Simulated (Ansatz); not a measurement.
Relaxed Ta (bcc, W type):

```
CELL_PARAMETERS angstrom
     -3.31974     3.31974     3.31974
      1.65987    -1.65987     1.65987
      1.65987     1.65987    -1.65987
ATOMIC_POSITIONS crystal
  Ta 0.00000 0.00000 0.00000
  Ta 0.50000 0.00000 0.00000
```

In this cell atom 1 (Ta, nearest neighbour Ta at 2.875 Å; its periodic images, 2.9 Å or more away, move with it) is moved by s along Cartesian x, unit vector (1.000, 0.000, 0.000); all other atoms and the cell stay fixed.

Level of theory: PBE (plane waves to 420 eV, PAW, scalar-relativistic; Ansatz, an electronic-structure program). k mesh 8×16×16 (Γ-centred), Fermi-Dirac smearing 0.05 eV. E stands for the smeared free energy. With partly filled bands, energies and forces of such displacements shift with the k mesh and the smearing. On this mesh the relaxed cell isn't quite at rest: it carries a pressure of 0.2 GPa (compression positive) at the zero of the scan. Spin-orbit coupling is left out, though Ta is heavy. Ta is run without spin polarisation. Ta was relaxed with its symmetry unable to fall. The PAW data are Ansatz's earlier set. ΔE is measured from the undisplaced structure. The last digit holds for this mesh only.

```csv
s (Å),ΔE (meV/cell)
-0.570,718.3
-0.456,534.2
-0.342,340.1
-0.228,164.1
-0.114,43.2
0.000,0.0
0.114,43.2
0.228,164.1
0.342,340.1
0.456,534.2
0.570,718.3
```

Problem. What force constant k = d²E/ds² at s = 0 does the table give?

Solution. 6.8 eV/Å². It is the second difference of the nearest points, corrected with the next pair.

Problem. With k = 6.72 eV/Å² from the forces, is the well harmonic out to s = 0.570 Å?

Solution. ½ks² = 1091 meV/cell against the computed 718 meV/cell, so the well is softer than harmonic there.

(A displaced cell: forces are minus the slopes of the energy, force constants its curvatures, and phonons follow from these.)
